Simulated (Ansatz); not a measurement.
Values for one crystal, relaxed and computed with plane-wave PAW r²SCAN (Ansatz code); other levels are named.

```yaml
volume_per_atom: 15.08 Å³
electronic_character: metallic (no gap)
Density of states at the Fermi level: 0.46 states/eV per atom (mean over ±0.08 eV)
Formation energy from the elements (no fitted shifts): -73 kJ/mol of atoms
```

Problem. Which compound is it?
A) TaSiPt, Pnma (Ta on 4c, Si on 4c, Pt on 4c)
B) Si2Ni, fluorite or antifluorite type
C) CoSi2, fluorite or antifluorite type
D) CoPdO2, R-3m (Pd on 3a, Co on 3b, O on 6c)

Solution. A, TaSiPt, Pnma (Ta on 4c, Si on 4c, Pt on 4c)

The first step of the workflow began from a Materials Project structure, measured or hypothetical; the Crystallography Open Database copy checked does not list it. Whether it is the stable phase at ambient conditions was not checked. The cell was relaxed with r²SCAN under the symmetry of its start; whether a distortion lowers the energy is not shown. No spin polarisation was allowed. The references are the lowest solids computed at this level, not always the standard phases. Spin–orbit coupling is left out wherever it is not named.

Potentials: the later of the program's two PAW sets.
